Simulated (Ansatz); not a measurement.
**Structure relaxation, Bi₂Se₃**

The start is a generated cell, Bi2Se3 placed in the A-La2O3 structure type. Cell shape, volume and atoms are optimised at zero target pressure with PBEsol (plane waves to 420 eV, PAW, scalar-relativistic; Ansatz, an electronic-structure program). The first steps use a coarse 6×6×3 k-mesh.

Starting cell:
```
Bi2Se3
1.0
    4.73940     0.00000     0.00000
   -2.36970     4.10444     0.00000
    0.00000     0.00000     7.38471
Bi Se
2 3
Direct
  0.33333   0.66667   0.24670
  0.66667   0.33333   0.75330
  0.00000   0.00000   0.00000
  0.33333   0.66667   0.64700
  0.66667   0.33333   0.35300
```

```json
{
  "largest_initial_force": "0.59 eV/Å, on Bi1, Bi2 (atoms numbered as listed)",
  "outcome": "The space group stays P-3m1 (No. 164) (the run could not lower it), with 5 atoms in the primitive cell",
  "energy_released": "0.16 eV/atom",
  "volume_change": "+1.4 %, from 28.73 to 29.12 Å³/atom",
  "Shortest distances (start → end)": "The closest pairs of elements (up to four, under 3.6 Å), start → end: Bi–Se 2.85 → 2.85 Å; Se–Se 3.49 → 3.78 Å",
  "band_gap_at_the_end": "0.35 eV, direct at Γ (no spin-orbit coupling)",
  "optimiser_moves": "19"
}
```

Final values are on a 9×9×4 k-mesh of the relaxed cell. No spin polarisation in the result. Without spin-orbit coupling the bands of the heavy element are not split, so the gap can be far off.

The run could not lose the symmetry of its start, so the end can be a saddle point.

The relaxed structure here is a generated cell of Bi2Se3: the first start was made by placing the elements on the sites of a structure type, and the end was not matched to a known phase here, so it may be hypothetical. Known forms of Bi2Se3 include space group No. 166.
